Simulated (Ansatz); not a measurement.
## Fields on a plane of NiO (rock salt)

```xyz
2
Lattice="0.0000 2.0586 2.0586 2.0586 0.0000 2.0586 2.0586 2.0586 0.0000" Properties=species:S:1:pos:R:3 pbc="T T T"
O      0.0000     0.0000     0.0000
Ni     2.0586     2.0586     2.0586
```

The slice is a {111} plane (indices of the conventional cell) through the point (0.500, 0.500, 0.500) (fractional), spanned by u = [100] and v = [-1 2 0] in vectors of this cell: u (2.91 Å) and v (5.04 Å, at 90° to u). It covers one period; positions are fractions (u, v).

Atoms on it: Ni at (0.00, 0.00); Ni at (0.50, 0.50).

The numbers are results of PBEsol (plane waves to 420 eV, PAW, scalar-relativistic; Ansatz, an electronic-structure program), not measurements. k mesh 19×19×19. Inside the PAW spheres the values are not all-electron values, and peaks at nuclei hang on which shells count as valence. NiO is run spin-polarised and with no Hubbard U; the real compound is an antiferromagnetic insulator, a state that this run doesn't describe. NiO was relaxed with its symmetry unable to fall. Relaxed NiO ends ferromagnetic. The PAW data are Ansatz's earlier set. Other magnetic orders were not checked, so this need not be the ground state.

| v \ u | 0.00 | 0.14 | 0.29 | 0.43 | 0.57 | 0.71 | 0.86 |
|---|---|---|---|---|---|---|---|
| 0.88 | 0.31 | 0.22 | 0.11 | 0.14 | 0.14 | 0.11 | 0.22 |
| 0.75 | 0.12 | 0.10 | 0.08 | 0.11 | 0.11 | 0.08 | 0.10 |
| 0.62 | 0.15 | 0.11 | 0.16 | 0.28 | 0.28 | 0.16 | 0.11 |
| 0.50 | 0.08 | 0.11 | 0.32 | x | x | 0.32 | 0.11 |
| 0.38 | 0.15 | 0.11 | 0.16 | 0.28 | 0.28 | 0.16 | 0.11 |
| 0.25 | 0.12 | 0.10 | 0.08 | 0.11 | 0.11 | 0.08 | 0.10 |
| 0.12 | 0.31 | 0.22 | 0.11 | 0.14 | 0.14 | 0.11 | 0.22 |
| 0.00 | x | 0.69 | 0.18 | 0.09 | 0.09 | 0.18 | 0.69 |

Values: electron localisation function (ELF). Points within 0.4 Å of a nucleus are blanked (x), as the pseudised field means little there.

```
|xxxx%%--..          ..--%%xx|
|@@%%==::..          ..::==%%|
|----::..      ..      ..::--|
|......      ......      ....|
|              ..            |
|                            |
|..                          |
|....      ..........      ..|
|..      ..::------::..      |
|      ..::==%%@@%%==::..    |
|      ..--%%xxxxxx%%--..    |
|      ..--@@xxxxxx@@--..    |
|      ..--%%xxxxxx%%--..    |
|      ..::==%%@@%%==::..    |
|..      ..::------::..      |
|....      ..........      ..|
|..                          |
|                            |
|              ..            |
|......      ......      ....|
|----::..      ..      ..::--|
|@@%%==::..          ..::==%%|
|xxxx%%--..          ..--%%xx|
|xxxx@@--..          ..--@@xx|
```
Scale: ten equal steps from 0.08 (start of ' ') to 0.66 (end of '@'), in the order ' .:-=+*#%@'. Values: ELF of the up spins. The map has 14 points along u (two characters each, u = 0 at the left) and 24 along v (v = 0 in the bottom row). Points within 0.4 Å of a nucleus are blanked (x), as the pseudised field means little there.
